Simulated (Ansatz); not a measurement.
Relaxed-ion elastic tensor of GaPt3 (Cu3Au type, Pm-3m) in GPa (Voigt order), the program Ansatz at the r²SCAN level (PAW); density 18.22 g/cm³, 14.92 Å³ per atom.

```
333  193  193  0.0  0.0  0.0
193  333  193  0.0  0.0  0.0
193  193  333  0.0  0.0  0.0
0.0  0.0  0.0  102  0.0  0.0
0.0  0.0  0.0  0.0  102  0.0
0.0  0.0  0.0  0.0  0.0  102
```

Is the crystal mechanically stable?

Yes: the smallest eigenvalue of C is 102 GPa.

Work out the Voigt, Reuss and Hill averages.

K_V = 239, K_R = 239, K_H = 239; G_V = 89.4, G_R = 86.4, G_H = 87.9 GPa.

Give Young's modulus, Poisson's ratio, Pugh's ratio and the universal anisotropy index.

E = 9KG/(3K + G) = 235 GPa; ν = 0.34; K/G = 2.73 (ductile by the Pugh limit of 1.75); A_U = 5G_V/G_R + K_V/K_R − 6 = 0.17.

Estimate the sound speeds and the Debye temperature.

v_l = √((K + 4G/3)/ρ) = 4420 m/s, v_t = √(G/ρ) = 2200 m/s, mean 2460 m/s; Θ = (h/k)(3n/4πV)^(1/3) v_m = 298 K.

Give the Zener ratio and Young's modulus along [100], [110] and [111].

A = 2C44/(C11 − C12) = 1.46; 1/E = S11 − 2(S11 − S12 − S44/2)Γ with Γ = 0, 1/4, 1/3 gives 192, 244, 268 GPa.

Solve the Christoffel equation for the three sound speeds along [100], [110], [111].

Eigenvalues of C_ijkl n_j n_l equal ρv². In km/s, slowest first: [100] 2.37, 2.37, 4.27; [110] 1.96, 2.37, 4.48; [111] 2.11, 2.11, 4.54.

The first step of the workflow began from a Materials Project structure, measured or hypothetical; the Crystallography Open Database copy checked does not list it. COD files the formula under space group No. 127. Whether it is the stable phase at ambient conditions was not checked. The r²SCAN relaxation kept the symmetry of its start; whether a distortion lowers the energy is not shown. No spin polarisation was allowed. As this level gives no gap, shear constants depend on the k-mesh and smearing (Fermi–Dirac, 0.1 eV here). Spin–orbit coupling is left out wherever it is not named.

Potentials: the later of the program's two PAW sets.
